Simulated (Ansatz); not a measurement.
# WC: from a starting cell to a relaxed one

The start is a generated cell, WC placed in the CsCl structure type. Cell shape, volume and atoms are optimised at zero target pressure with r2SCAN (plane waves to 500 eV, PAW, scalar-relativistic; Ansatz, an electronic-structure program). First-step values are on the input's coarse k-mesh.

Ansatz input (later rounds restart from its end on a renewed k-mesh):
Ansatz 0.2 input:
```yaml
crystal:
  lattice:
    - [2.92148, 0, 0]
    - [0, 2.92148, 0]
    - [0, 0, 2.92148]
  atoms:
    - { symbol: W, position: [0, 0, 0] }
    - { symbol: C, position: [0.5, 0.5, 0.5] }
basis: { ecutwfc: 500, ecutrho_ratio: 4, xc_grid: 4, fft_grid_basis: typed }
kpoints: { mp_grid: { grid: [8, 8, 8] } }
hamiltonian:
  xc: r2scan
  dispersion: none
  pseudopotentials: { azcp: { folder: ./paw }, kind: paw }
scf: { occupations: { method: fermi_dirac, width: 0.05 } }
relax: { f_tol: 0.01, max_steps: 100, cell: { stress_tol: 0.02 } }
output: { forces: true, stress: true }
```

- Initial pressure = -52 GPa (negative: the cell is under tension)
- Outcome = The space group stays Pm-3m (No. 221) (the run could not lower it); the end is CsCl type, with 2 atoms in the primitive cell
- Energy released = 0.47 to 0.48 eV/atom (the two k-meshes of the run give this range)
- Band gap at the end = no gap (metallic)
- Optimiser moves = 7

Final values are on a 17×17×17 k-mesh of the relaxed cell. No spin polarisation in the result.

The run could not lose the symmetry of its start: the end is stationary, and may be a saddle point rather than a minimum.

All atoms sit on sites fixed by symmetry, so only the cell could relax.

The relaxed structure here is a generated cell of WC: the first start was made by placing the elements on the sites of a structure type, and the end was not matched to a known phase here, so it may be hypothetical. Known forms of WC include space group No. 187.
